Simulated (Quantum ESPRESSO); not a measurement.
# Ti2TaO5F3: input and log of a self-consistent run

Simulated, not a measurement. The program is pw.x of Quantum ESPRESSO 7.5 (plane-wave density functional theory). The cell is made up: 11 atoms on a rutile lattice with one site empty, with randomly drawn elements, strain and displacements, not relaxed. PseudoDojo standard norm-conserving files (v0.5 for PBE, v0.4.1 for LDA and PBEsol) set the functional; there is no spin polarisation, spin-orbit coupling or dispersion term, and the masses in the input are unused placeholders.

Input:

```
&control calculation='scf', pseudo_dir='./dojo.nc.sr.pbe.v0_5.standard.upf', outdir='./o', disk_io='low', tprnfor=.true., tstress=.true. /
&system ibrav=0, nat=11, ntyp=4, nbnd=50, ecutwfc=105.61755193, nosym=.true., tot_charge=0,
 occupations='smearing', smearing='fd', degauss=0.0018374661
/
&electrons conv_thr=7.350e-09, electron_maxstep=60, /
ATOMIC_SPECIES
F 1.0 F.upf
O 1.0 O.upf
Ta 1.0 Ta.upf
Ti 1.0 Ti.upf
CELL_PARAMETERS angstrom
4.8446 0.0 0.0
0.0 4.8446 0.0
0.0 0.0 6.245
ATOMIC_POSITIONS angstrom
Ti 0.0732 0.107 0.044
Ta 2.4631 2.5095 1.5763
Ti 2.345 2.5543 4.7082
O 1.5045 1.4144 -0.1433
O 3.3932 3.3481 0.0536
O 3.9745 1.1046 1.5076
O 0.9421 4.0513 1.63
O 1.6042 1.6162 3.155
F 3.371 3.3251 2.9972
F 3.8134 0.9389 4.5651
F 0.9859 3.7725 4.7325
K_POINTS automatic
7 7 6 1 1 1
```

The log is shortened where brackets say so; the opening notice, blank lines, dates and the lines on written files are dropped, and the path of the files is cut. It prints rydbergs, bohrs and kilobars, and counts compression as positive stress. With no partly filled state, the Fermi energy that it prints is only some level between the filled and the empty states on the mesh, and need not lie in the true gap.

```
     Program PWSCF v.7.5
     Parallel version (MPI & OpenMP), running on       4 processor cores
     Number of MPI processes:                 4
     Threads/MPI process:                     1
     [start-up lines left out]
     bravais-lattice index     =            0
     lattice parameter (alat)  =       9.1550  a.u.
     unit-cell volume          =     989.1107 (a.u.)^3
     number of atoms/cell      =           11
     number of atomic types    =            4
     number of electrons       =        88.00
     number of Kohn-Sham states=           50
     kinetic-energy cutoff     =     105.6176  Ry
     charge density cutoff     =     422.4702  Ry
     scf convergence threshold =      7.3E-09
     mixing beta               =       0.7000
     number of iterations used =            8  plain     mixing
     Exchange-correlation= PBE
                           (   1   4   3   4   0   0   0)
     [axes and pseudopotential details left out]
   Cartesian axes
     site n.     atom                  positions (alat units)
         1        Ti     tau(   1) = (   0.0151096   0.0220864   0.0090823  )
         2        Ta     tau(   2) = (   0.5084217   0.5179994   0.3253726  )
         3        Ti     tau(   3) = (   0.4840441   0.5272468   0.9718449  )
         4        O      tau(   4) = (   0.3105520   0.2919539  -0.0295793  )
         5        O      tau(   5) = (   0.7004087   0.6910994   0.0110639  )
         6        O      tau(   6) = (   0.8203980   0.2280064   0.3111918  )
         7        O      tau(   7) = (   0.1944639   0.8362507   0.3364571  )
         8        O      tau(   8) = (   0.3311316   0.3336086   0.6512406  )
         9        F      tau(   9) = (   0.6958263   0.6863518   0.6186682  )
        10        F      tau(  10) = (   0.7871444   0.1938034   0.9423069  )
        11        F      tau(  11) = (   0.2035049   0.7787021   0.9768608  )
     number of k points=   147  Fermi-Dirac smearing, width (Ry)=  0.0018
     Number of k-points >= 100: set verbosity='high' to print them.
     Dense  grid:   145093 G-vectors     FFT dimensions: (  60,  60,  80)
     Estimated max dynamical RAM per process >     738.34 MB
     Estimated total dynamical RAM >       2.78 GB
     Initial potential from superposition of free atoms
     starting charge      87.9959, renormalised to      88.0000
     Starting wfcs are   62 randomized atomic wfcs
     total cpu time spent up to now is       14.0 secs
     per-process dynamical memory:   645.3 Mb
     Self-consistent Calculation
     iteration #  1     ecut=   105.62 Ry     beta= 0.70
     Davidson diagonalization with overlap
     ethr =  1.00E-02,  avg # of iterations =  2.0
     total cpu time spent up to now is       41.1 secs
     total energy              =    -678.98535801 Ry
     estimated scf accuracy    <       5.01840666 Ry
     iteration #  2     ecut=   105.62 Ry     beta= 0.70
     Davidson diagonalization with overlap
     ethr =  5.70E-03,  avg # of iterations =  6.7
     total cpu time spent up to now is       96.4 secs
     total energy              =    -671.63661469 Ry
     estimated scf accuracy    <      96.87273701 Ry
     iteration #  3     ecut=   105.62 Ry     beta= 0.70
     Davidson diagonalization with overlap
     ethr =  5.70E-03,  avg # of iterations =  6.2
     total cpu time spent up to now is      146.1 secs
     total energy              =    -681.24170294 Ry
     estimated scf accuracy    <       4.91035027 Ry
     iteration #  4     ecut=   105.62 Ry     beta= 0.70
     Davidson diagonalization with overlap
     ethr =  5.58E-03,  avg # of iterations =  2.0
     total cpu time spent up to now is      173.0 secs
     total energy              =    -681.95409864 Ry
     estimated scf accuracy    <       0.82927969 Ry
     iteration #  5     ecut=   105.62 Ry     beta= 0.70
     Davidson diagonalization with overlap
     ethr =  9.42E-04,  avg # of iterations =  1.3
     total cpu time spent up to now is      198.3 secs
     total energy              =    -681.85380624 Ry
     estimated scf accuracy    <       0.66035851 Ry
     [iterations 6 to 16 left out]
     iteration # 17     ecut=   105.62 Ry     beta= 0.70
     Davidson diagonalization with overlap
     ethr =  2.91E-09,  avg # of iterations =  4.9
     total cpu time spent up to now is      611.0 secs
     total energy              =    -681.85367830 Ry
     estimated scf accuracy    <       0.00000030 Ry
     iteration # 18     ecut=   105.62 Ry     beta= 0.70
     Davidson diagonalization with overlap
     ethr =  3.41E-10,  avg # of iterations =  5.0
     total cpu time spent up to now is      649.3 secs
     total energy              =    -681.85367838 Ry
     estimated scf accuracy    <       0.00000031 Ry
     iteration # 19     ecut=   105.62 Ry     beta= 0.70
     Davidson diagonalization with overlap
     ethr =  3.41E-10,  avg # of iterations =  1.0
     total cpu time spent up to now is      673.3 secs
     total energy              =    -681.85367836 Ry
     estimated scf accuracy    <       0.00000017 Ry
     iteration # 20     ecut=   105.62 Ry     beta= 0.70
     Davidson diagonalization with overlap
     ethr =  1.99E-10,  avg # of iterations =  1.9
     total cpu time spent up to now is      699.4 secs
     total energy              =    -681.85367835 Ry
     estimated scf accuracy    <       0.00000005 Ry
     iteration # 21     ecut=   105.62 Ry     beta= 0.70
     Davidson diagonalization with overlap
     ethr =  5.65E-11,  avg # of iterations =  4.2
     total cpu time spent up to now is      731.1 secs
     End of self-consistent calculation
     Number of k-points >= 100: set verbosity='high' to print the bands.
     the Fermi energy is     6.1856 ev
!    total energy              =    -681.85367836 Ry
     estimated scf accuracy    <          6.0E-09 Ry
     smearing contrib. (-TS)   =      -0.00000000 Ry
     internal energy E=F+TS    =    -681.85367836 Ry
     The total energy is F=E-TS. E is the sum of the following terms:
     one-electron contribution =    -308.10784969 Ry
     hartree contribution      =     189.93332110 Ry
     xc contribution           =    -138.50446369 Ry
     ewald contribution        =    -425.17468608 Ry
     convergence has been achieved in  21 iterations
     Forces acting on atoms (cartesian axes, Ry/au):
     atom    1 type  4   force =    -0.03103474    0.02083753    0.18075754
     atom    2 type  3   force =    -0.06604305   -0.08554473   -0.00604386
     atom    3 type  4   force =    -0.00127974   -0.15238776   -0.04475341
     atom    4 type  2   force =     0.01967016    0.05186864    0.00064812
     atom    5 type  2   force =    -0.00810851    0.02428117   -0.05409581
     atom    6 type  2   force =    -0.03695352    0.00806717   -0.10947741
     atom    7 type  2   force =     0.04281100   -0.04920437   -0.13701308
     atom    8 type  2   force =     0.05179373    0.07280114    0.02385977
     atom    9 type  1   force =     0.04455341    0.05681534    0.06515718
     atom   10 type  1   force =     0.00251686    0.01966177    0.06276841
     atom   11 type  1   force =    -0.01792561    0.03280410    0.01819255
     Total force =     0.371735     Total SCF correction =     0.000142
     Computing stress (Cartesian axis) and pressure
          total   stress  (Ry/bohr**3)                   (kbar)     P=     -142.44
  -0.00079268   0.00034747  -0.00000880         -116.61       51.11       -1.30
   0.00034747  -0.00086071  -0.00001990           51.11     -126.61       -2.93
  -0.00000880  -0.00001990  -0.00125138           -1.30       -2.93     -184.08
     init_run     :     13.03s CPU     13.70s WALL (       1 calls)
     electrons    :    709.37s CPU    717.12s WALL (       1 calls)
     forces       :      6.02s CPU      6.07s WALL (       1 calls)
     stress       :     21.18s CPU     21.93s WALL (       1 calls)
     [timing details left out]
     PWSCF        :  12m30.12s CPU  12m39.51s WALL
     JOB DONE.
```

In other units: free energy -9277.092 eV for the cell, pressure -14.24 GPa, largest force component 4.647 eV/Å. This run is the check on a run of the same cell at a cutoff of 1143 eV and k mesh 5 x 5 x 4: rerunning at a cutoff of 1437 eV and k mesh 7 x 7 x 6 moved values by no more than 0.004 eV in energy, 0.03 GPa in stress and 0.003 eV/Å in force.